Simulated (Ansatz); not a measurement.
Total density of states per atom from DFT-r²SCAN in the program Ansatz with PAW potentials, in 0.25 eV bins, energy from the valence-band maximum:

```csv
E (eV),states/eV/atom
-7.88,0.11
-7.63,0.00
-7.38,0.12
-7.13,0.43
-6.88,0.56
-6.63,0.69
-6.38,0.78
-6.13,0.59
-5.88,0.69
-5.63,0.72
-5.38,0.62
-5.13,0.58
-4.88,0.64
-4.63,0.85
-4.38,0.89
-4.13,0.53
-3.88,0.36
-3.63,0.20
-3.38,0.55
-3.13,0.49
-2.88,0.00
-2.63,0.25
-2.38,0.46
-2.13,0.57
-1.88,0.44
-1.63,0.00
-1.38,0.00
-1.13,0.00
-0.88,0.00
-0.63,0.00
-0.38,0.00
-0.13,0.57
0.12,0.00
0.37,0.00
0.62,0.00
0.87,0.00
1.12,0.00
1.37,0.99
1.62,0.15
1.87,0.00
2.12,0.36
2.37,0.21
2.62,0.00
2.87,0.01
3.12,0.30
3.37,0.30
3.62,0.04
3.87,0.05
4.12,0.06
4.37,0.08
4.62,0.10
4.87,0.11
5.12,0.12
5.37,0.23
5.62,0.30
5.87,0.16
6.12,0.33
```

**Question.** Pick the material that matches.
A. SnO, zinc blende
B. SiO2, Pbcn (Si on 4c, O on 8d)
C. LiFePO4, Pnma (Pearson symbol oP28)
D. LiF, zinc blende

**Answer.** C, LiFePO4, Pnma (Pearson symbol oP28). Top 1 eV of the valence band: Fe 3d 95 %. Bottom 1 eV of the conduction band: Fe 3d 90 %, O 2p 6 %. Projections are on Löwdin-orthogonalised atomic valence shells; empty p or d shells of many metals are not among them.

The workflow started from a Materials Project entry (that database holds measured and hypothetical structures alike); the Crystallography Open Database files this formula in space group No. 62, but the cells were not matched. Whether it is the stable phase at ambient conditions was not checked. The r²SCAN relaxation kept the symmetry of its start, as lowered by the spin order; its stability against distortions is not shown here. Magnetic state: antiferromagnetic, chosen from 4 collinear starts compared on coarse meshes (ties went to the first, and starts can fall back to one state), not a proven ground state. Other orbital occupations within this spin state were not tried. No Hubbard U is applied.

Potentials: the earlier of the program's two PAW sets. The files were generated under PBE; for other functionals the program regenerates the frozen cores, and for LDA and PBEsol the local potential too.
